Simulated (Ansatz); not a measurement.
# BaAlGeH, first-principles data

BaAlGeH:
```cif
data_HAlBaGe
_chemical_formula_sum 'Ba1 Al1 Ge1 H1'
_space_group_name_H-M_alt 'P3m1'
_space_group_IT_number 156
_space_group_name_Hall 'P 3 -2"'
_cell_length_a 4.34597
_cell_length_b 4.34597
_cell_length_c 5.26413
_cell_angle_alpha 90.000
_cell_angle_beta 90.000
_cell_angle_gamma 120.000
loop_
_atom_site_label
_atom_site_type_symbol
_atom_site_symmetry_multiplicity
_atom_site_Wyckoff_symbol
_atom_site_fract_x
_atom_site_fract_y
_atom_site_fract_z
_atom_site_occupancy
Ba1 Ba 1 b 0.33333 0.66667 0.10177 1
Al1 Al 1 a 0.00000 0.00000 0.64161 1
Ge1 Ge 1 c 0.66667 0.33333 0.55408 1
H1 H 1 a 0.00000 0.00000 0.96854 1
```

Space group P3m1 (No. 156); conventional cell a = 4.346 Å, b = 4.346 Å, c = 5.264 Å, α = 90.00°, β = 90.00°, γ = 120.00°.

Method: the program Ansatz at the r²SCAN level (PAW). The cell and atoms are relaxed at this level. Other levels are named where they apply.

### Cell and energy

Volume per atom: 21.53 Å³
Density: 4.59 g/cm³
Formation energy from the elements (no fitted shifts): -0.64 eV/atom

### Electronic structure

* **Band gap**: 1.02 eV (indirect)
* **Valence-band maximum**: on the H–A line, 95 % of the way from H
* **Conduction-band minimum**: at M (3 equivalent valleys)
* **Smallest direct gap on the standard path**: 1.47 eV
* **Weight of the conduction-edge state by species (Voronoi cells)**: Al 36 %, Ge 28 %, Ba 25 %, H 12 %
* **Hole effective mass**: 0.28, 0.95, 1.3 mₑ (principal values)
* **Weight of the valence-edge state by species (Voronoi cells)**: Ge 56 %, H 17 %, Al 16 %, Ba 10 %
* **HSE06 gap on the r²SCAN cell**: 1.21 eV
* **Gap with spin–orbit coupling**: 0.96 eV

### Mechanics

Bulk modulus (Birch–Murnaghan fit): 48.8 GPa
Pressure derivative B′: 4.0

### Charges

Bader charges: Ba +1.30, Al +1.75, Ge -2.22, H -0.82 e

The workflow started from a Materials Project entry (that database holds measured and hypothetical structures alike); the Crystallography Open Database files this formula in space group No. 156, but the cells were not matched. Whether it is the stable phase at ambient conditions was not checked. Symmetry was held in the r²SCAN relaxation; whether a distortion lowers the energy is not shown. The references are the lowest solids computed at this level, not always the standard phases (solids in place of the gases). Scalar-relativistic: spin–orbit coupling is off unless named, which matters more the heavier the elements.

Potentials: the later of the program's two PAW sets.
